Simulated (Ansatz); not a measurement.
SbSBr:
Space group Pnma (No. 62); a = 7.986 Å, b = 3.882 Å, c = 9.583 Å, α = β = γ = 90.00°

| atom | site | symmetry | x | y | z |
|---|---|---|---|---|---|
| Sb | 4c | .m. | 0.1295 | 0.2500 | 0.8667 |
| S | 4c | .m. | 0.1669 | 0.7500 | 0.0495 |
| Br | 4c | .m. | 0.0164 | 0.2500 | 0.3254 |

Relaxed with LDA. LDA in the plane-wave PAW code Ansatz gives a gap of 1.47 eV.

Q: What gap does HSE06 give on the same cell (Ansatz, PAW)?

A: 2.26 eV, 0.79 eV more. The hybrid was solved on a coarser mesh and at special points; the gap given is the minimum over both.

```tsv
k	v1 LDA	c1 LDA	v1 HSE06	c1 HSE06
Γ	-0.25	1.63	-0.28	2.36
X	-0.22	2.10	___	___
Z	-0.23	1.66	-0.27	2.45
U	-0.37	1.57	___	___
Y	-0.67	2.38	-0.69	3.16
S	-0.94	2.89	___	___
T	-0.17	2.42	-0.21	3.21
R	-0.82	2.79	___	___
```

Q: Top valence (v1) and lowest conduction level (c1) in eV from each method's valence maximum (which need not be a listed point): supply the withheld HSE06 values.

A: 
- S, v1 HSE06: -1.11
- S, c1 HSE06: 3.75
- U, v1 HSE06: -0.41
- U, c1 HSE06: 2.36
- R, v1 HSE06: -0.97
- R, c1 HSE06: 3.63
- X, v1 HSE06: -0.27
- X, c1 HSE06: 2.87

Cost on shared cores: the LDA run (SCF on a 4×7×3 mesh, then bands and DOS) very roughly 10 core-minutes, the HSE06 run (SCF on 2×4×2, then a few points) around 14 core-minutes (rough); the tasks are unlike.

The first step of the workflow began from a Materials Project structure, measured or hypothetical; the Crystallography Open Database files this formula in space group No. 62, but the cells were not matched. Its standing as an ambient phase is unchecked. The LDA relaxation kept the symmetry of its start; its stability against distortions is not shown here. A crystal of weakly bound chains computed without a dispersion correction: the cell and the soft elastic constants depend strongly on that. Spin–orbit coupling is left out wherever it is not named.

Potentials: the later of the program's two PAW sets.
